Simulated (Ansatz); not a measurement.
The start is a generated trial cell of Pb in the fcc structure type. A full variable-cell relaxation at zero pressure is run with r2SCAN (plane waves to 500 eV, PAW, scalar-relativistic; Ansatz, an electronic-structure program). The first steps use a coarse 11×11×11 k-mesh.

Starting cell:
```yaml
crystal:
  lattice:
    - [0.00000, 2.47500, 2.47500]
    - [2.47500, 0.00000, 2.47500]
    - [2.47500, 2.47500, 0.00000]
  atoms:
    - { symbol: Pb, position: [0.00000, 0.00000, 0.00000] }
```

Task: By how much does the energy per atom fall from start to end?

Result: Under 0.01 eV/atom.

Task: How do the shortest distances between atoms change?

Result: The closest pairs of elements (up to four, under 3.6 Å), start → end: Pb–Pb 3.50 → 3.53 Å.

Task: Give the final cell and atomic positions.

Result: 
```cif
data_Pb4
_chemical_formula_sum 'Pb4'
_space_group_name_H-M_alt 'Fm-3m'
_space_group_IT_number 225
_space_group_name_Hall '-F 4 2 3'
_cell_length_a 4.99126
_cell_length_b 4.99126
_cell_length_c 4.99126
_cell_angle_alpha 90.000
_cell_angle_beta 90.000
_cell_angle_gamma 90.000
loop_
_atom_site_label
_atom_site_type_symbol
_atom_site_symmetry_multiplicity
_atom_site_Wyckoff_symbol
_atom_site_fract_x
_atom_site_fract_y
_atom_site_fract_z
_atom_site_occupancy
Pb1 Pb 4 a 0.00000 0.00000 0.00000 1
```
(The calculation used a cell of 1 atom; values per cell refer to that cell.)

The space group stays Fm-3m (No. 225) (the run could not lower it); the end is fcc (Cu type), with 1 atom in the primitive cell. Final values are on a 16×16×16 k-mesh of the relaxed cell. No spin polarisation in the result.

The run could not lose the symmetry of its start.
